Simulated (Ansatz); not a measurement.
## How much do the gradients of Rb₂Ba₈LiSb₆O₂ depend on the method?

Cell: a computed structure from the Materials Project (it need not be an observed phase), taken as it stands.

```
Rb Ba Li Sb O
1.0
     9.19965    0.00000    0.00000
    -0.15933    9.33356    0.00000
    -4.42485   -4.26656    8.26251
Rb Ba Li Sb O
2 8 1 6 2
Direct
  0.00823 0.00210 0.00532
  0.44067 0.42708 0.91479
  0.51271 0.69112 0.69621
  0.19050 0.97699 0.68592
  0.84805 0.06277 0.34086
  0.99234 0.53025 0.71756
  0.49160 0.30929 0.29729
  0.69751 0.20071 0.69740
  0.00597 0.49537 0.30834
  0.30329 0.79430 0.29509
  0.67075 0.71430 0.18696
  0.85473 0.63729 0.01518
  0.61297 0.10390 0.99500
  0.12001 0.37152 0.99916
  0.41532 0.87667 0.02188
  0.25848 0.24561 0.48882
  0.75177 0.75833 0.49626
  0.75811 0.28275 0.51360
  0.25272 0.74109 0.49936
```

Atoms are numbered from 1 in the order listed; like atoms form one site, named after its first atom.

First run. All values are calculated (Ansatz; DFT, PBE, plane waves and PAW, scalar-relativistic, 420 eV cutoff, Γ-centred 4×4×4 k-points, Fermi–Dirac smearing 0.05 eV), not measured.

```tsv
site	atom	V_zz (10²¹ V/m²)	η
Rb1	1	3.38	0.92
Rb2	2	4.77	0.76
Ba3	3	-12.89	0.20
Ba4	4	-10.23	0.80
Ba5	5	-10.08	0.86
Ba6	6	8.86	0.81
Ba7	7	-11.41	0.62
Ba10	10	-8.55	0.20
Sb12	12	26.1	0.09
Sb13	13	48.6	0.14
Sb14	14	28.0	0.20
Sb15	15	41.1	0.19
Sb16	16	7.40	0.73
O19	19	0.35	0.44
```

Second run. The same atoms and settings, except that the functional is r2SCAN and the cutoff is 500 eV.

Problem. What does the second run give?

Solution. 

```tsv
site	atom	V_zz	η	change of V_zz
Rb1	1	3.63	0.94	+0.25
Rb2	2	4.83	0.82	+0.06
Ba3	3	-13.35	0.20	-0.46
Ba4	4	-10.41	0.83	-0.18
Ba5	5	-10.30	0.91	-0.22
Ba6	6	9.20	0.78	+0.34
Ba7	7	-11.81	0.63	-0.40
Ba10	10	-8.90	0.20	-0.35
Sb12	12	26.1	0.10	-0.04
Sb13	13	50.3	0.15	+1.67
Sb14	14	28.2	0.22	+0.26
Sb15	15	42.8	0.17	+1.73
Sb16	16	7.57	0.73	+0.17
O19	19	0.43	0.63	+0.08
```

The largest change of V_zz is on Sb15, from 41.1 to 42.8. In per cent, |V_zz| changes by +1 to +8 on Rb, +2 to +4 on Ba, 0 to +4 on Sb (all sites that start above 2). Where |V_zz| stays above 0.1, η moves most on O19, from 0.44 to 0.63. The table leaves out 5 of the 19 sites, with |V_zz| up to 7.44; their tensors move by 0.32 at most along any direction. The statements above cover all sites.

With no gap above 0.1 eV, as in a metal, the gradients converge slowly in k; expect changes of a tenth or more on a denser mesh. Without spin–orbit coupling (the program notes it for Ba, Rb and Sb) the gradients can shift somewhat, as the gap is small. With these PAW files V_zz is typically within 2 to 3 % of all-electron values, but misses above 10 % occur on Li, Sb.
